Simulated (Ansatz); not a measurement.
Relaxed-ion elastic tensor of Ge3N4 in space group P6_3/m (No. 176; Ge on 6h, N on 2c, N on 6h) in GPa (Voigt order), DFT-PBEsol in the program Ansatz with PAW potentials; density 5.25 g/cm³, 12.39 Å³ per atom.

|  | 1 | 2 | 3 | 4 | 5 | 6 |
|---|---|---|---|---|---|---|
| 1 | 296 | 156 | 94.3 | 0.0 | 0.0 | 0.0 |
| 2 | 156 | 296 | 94.3 | 0.0 | 0.0 | 0.0 |
| 3 | 94.3 | 94.3 | 408 | 0.0 | 0.0 | 0.0 |
| 4 | 0.0 | 0.0 | 0.0 | 65.3 | 0.0 | 0.0 |
| 5 | 0.0 | 0.0 | 0.0 | 0.0 | 65.3 | 0.0 |
| 6 | 0.0 | 0.0 | 0.0 | 0.0 | 0.0 | 69.9 |

Task: Is the crystal mechanically stable?

Result: Yes: the smallest eigenvalue of C is 65.3 GPa.

Task: Work out the Voigt, Reuss and Hill averages.

Result: K_V = 187, K_R = 187, K_H = 187; G_V = 83.8, G_R = 75.8, G_H = 79.8 GPa.

Task: Give Young's modulus, Poisson's ratio, Pugh's ratio and the universal anisotropy index.

Result: E = 9KG/(3K + G) = 210 GPa; ν = 0.31; K/G = 2.35 (ductile by the Pugh limit of 1.75); A_U = 5G_V/G_R + K_V/K_R − 6 = 0.53.

Task: Estimate the sound speeds and the Debye temperature.

Result: v_l = √((K + 4G/3)/ρ) = 7480 m/s, v_t = √(G/ρ) = 3900 m/s, mean 4360 m/s; Θ = (h/k)(3n/4πV)^(1/3) v_m = 561 K.

Task: How much does each axis shrink under pressure?

Result: Linear compressibilities β_i = Σ_j S_ij (j = 1 to 3): x 1.9, y 1.9, z 1.6 per TPa.

Symmetry was held in the PBEsol relaxation.

Potentials: the earlier of the program's two PAW sets. The files were generated under PBE; for other functionals the program regenerates the frozen cores, and for LDA and PBEsol the local potential too.
